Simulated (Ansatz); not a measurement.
The cell is a measured one (Crystallography Open Database entry 9011628); the temperature and pressure of the measurement aren't taken into account, and nothing was relaxed.

Li: DFT, LDA, all-electron LAPW, scalar-relativistic (Ansatz 0.2.0).

Command: `ansatz run input.yaml --threads 1 --pin off --max-ram 3072MiB --backend cpu --events-out ev --progress --plain --runs-dir out` The run took 1.9 s on 1 thread of Arm Neoverse V1, on a shared host, peak memory 0.19 GiB.

```yaml
crystal:
  lattice:
    - [-1.75, 1.75, 1.75]
    - [1.75, -1.75, 1.75]
    - [1.75, 1.75, -1.75]
  atoms:
    - { symbol: Li, position: [0.0, 0.0, 0.0] }
kpoints:
  mp_grid: { grid: [13, 13, 13] }
  band_path:
    path:
      - [0.0, 0.0, 0.0]
      - [0.5, -0.5, 0.5]
      - [0.0, 0.0, 0.5]
      - [0.0, 0.0, 0.0]
      - [0.25, 0.25, 0.25]
      - [0.5, -0.5, 0.5]
      - [0.25, 0.25, 0.25]
      - [0.0, 0.0, 0.5]
    npoints: 14
scf:
  occupations: { method: fermi_dirac, width: 0.05 }
hamiltonian:
  xc: lda
  pseudopotentials: { kind: all_electron, lapw: { basis_error: 0.00025 } }
output:
  forces: true
  stress: true
  eigenvalues: true
  populations: true
  dos: { projected: true, de: 0.2, e_range: [-14, 8] }
```

Output:

```
Li: projections on atomic orbitals take those of the free atom 1s2 2s1, of charge +0.00 (hamiltonian.pseudopotentials.projection_atoms)
LAPW: plane waves up to 4.843 Å⁻¹, error target 2.5e-4 eV per atom; small_component_spin mean_spin; Li in spheres of 1.516 Å, 3 of its electrons in bands, Dirac shells []
Engine: ansatz 0.2.0
Pseudopotentials: kind: all_electron
Pseudopotential: Li, LAPW, valence charge 3, Koelling and Harmon's equation, gaussian nucleus
Functional definition: SPW92
  exchange = slater_x
  correlation = pw_c
Crystal: 1 atoms, lattice volume = 21.438 Å³
Basis set: ecut = 89.3645462885436 eV, 43 PW (Γ), exchange–correlation at level 2
Bands: 6, of which v1, the nominal top of the filled ones, is band 2 counted from 1 (1 counted from 0)
Symmetry: 48 space group operations
Space group: Im-3m (ITA 229), of the structure as read, at distance tolerance 2.8e-5 Å
k-points: 84 of 2197
Non-local potential: Li, projectors of the file, none
Initial density: superposition of atomic densities (chi_scale 0.1, normalization cell)
Initial wavefunctions: plane waves of lowest kinetic energy (no species holds an atomic orbital)
Functional: x = slater, c = lda
iter 1 solved again at ethr=1.64e-5 eV; its pass at ethr=1.00e-1 eV (dr2=4.92e-4 eV) is discarded
SCF iter   1: F=—  HF=-201.636870 eV  |F-HF|=—  |Δ(HF+E_count)|=         —  Δρ=1.59e-3  dr2=4.94e-4  ethr=1.64e-5  ⟨swp⟩=4.2  Hψ=4403  notcnv=0
preconditioner: auto → none  [metal: Δε(μ)=0.050 eV  Ē_g=10.220 eV  σ=0.050 eV  W_gap=0.24  n_scr=0 (ndim 8)  ℏωp=8.0 eV  f_vac=0.000  D(μ)=0.46/eV (n_scr^D=0)]
SCF iter   2: F=—  HF=-201.636031 eV  |F-HF|=—  |Δ(HF+E_count)|=   8.39e-4  Δρ=7.94e-4  dr2=1.23e-4  ethr=1.64e-5  ⟨swp⟩=2.0  Hψ=1399  notcnv=0
iter 3 solved again at ethr=1.92e-8 eV; its pass at ethr=4.10e-6 eV (dr2=5.77e-7 eV) is discarded
SCF iter   3: F=—  HF=-201.635904 eV  |F-HF|=—  |Δ(HF+E_count)|=   1.26e-4  Δρ=5.42e-5  dr2=5.76e-7  ethr=1.92e-8  ⟨swp⟩=2.0  Hψ=2378  notcnv=0
SCF iter   4: F=-201.635905 eV  HF=-201.635905 eV  |F-HF|=1.00e-9  |Δ(HF+E_count)|=   3.06e-7  Δρ=1.51e-6  dr2=4.44e-10  ethr=1.92e-8  ⟨swp⟩=2.0  Hψ=1399  notcnv=0
SCF 1 converged in 4 iterations: F = -201.635905 eV  dr2 = 4.44e-10
NSCF: frozen V_eff on 99 k-points
SCF converged after 4 iterations
Free energy (F): -201.635905 eV
Harris-Foulkes:  -201.635905 eV  (|F-HF|=1.00e-9)
Internal energy: -201.632094 eV  (E = F + TS)
E sigma→0 (E₀):  -201.633999 eV
Entropy (-TS):   -0.003811 eV (-3.811 meV/atom)
Fermi energy:    0.684615 eV
--- Per-component energies (eV) ---
  E_band       = -90.887341
  E_kinetic    = 198.220904
  E_xc         = -47.098589
  E_electrostatic = -352.754408  (all electrons and nuclei)
  E_smearing   = -0.003811  (= −TS)
  E_closure    = 0.000000  (closes the sum)
  E_atoms      = -199.606422  (free atoms, spherical and without spin; not in F)
  Σ components = -201.635905   (vs F -201.635905, Δ=0.00e0)
  Basis errors (estimates in eV, not in F): energy 8.3e-5 per atom: plane waves 8.2e-5 (5.7e-5 summed), levels above the bands 2.7e-112, relativity 6.7e-11, radial functions 1.1e-6, core shells 0.0e0; eigenvalues (radial functions only) 4.9e-5; not estimated: angular momenta, meshes, grids; target (lapw.basis_error) 2.5e-4; muffin-tin radii Li 1.516 Å
--- Forces (eV/Å), atoms counted from 1 ---
  atom   1  Li     0.00000000    -0.00000000     0.00000000
  max |Σ_I F_I| component: 1.13e-32 eV/Å
--- Stress (GPa, compression-positive) ---
       -1.493648       0.000000      -0.000000
        0.000000      -1.493648      -0.000000
       -0.000000      -0.000000      -1.493648
  P = ⅓ Tr σ = -1.4936 GPa (-14.936 kbar)
--- Band table (eV; the first three rows and the last of 84) ---
  k-point 0: bands = ["-45.1085", "-2.8058", "14.4045", "14.4045", "14.4045", "19.3111"]
  k-point 1: bands = ["-45.1075", "-2.6978", "13.7246", "13.9141", "14.2345", "17.9261"]
  k-point 2: bands = ["-45.1048", "-2.3732", "11.8327", "12.9499", "13.7685", "16.7395"]
  k-point 83: bands = ["-45.0797", "5.1602", "5.9398", "5.9398", "8.3037", "9.0389"]
--- Löwdin populations: 1 site ---
  site symbol       q [e]
     0     Li      2.9148
  spilling = 0.028408 (of n_electrons = 3.000000)
```

populations.tsv:

```
# site	symbol	l	j	q
# orbitals = lowdin
# n_electrons = 3.000000
# spilling = 0.028408
# projection_atom_Li: 1s2 2s1
0	Li	0_1S	-	1.992541
0	Li	0_2S	-	0.922236
```
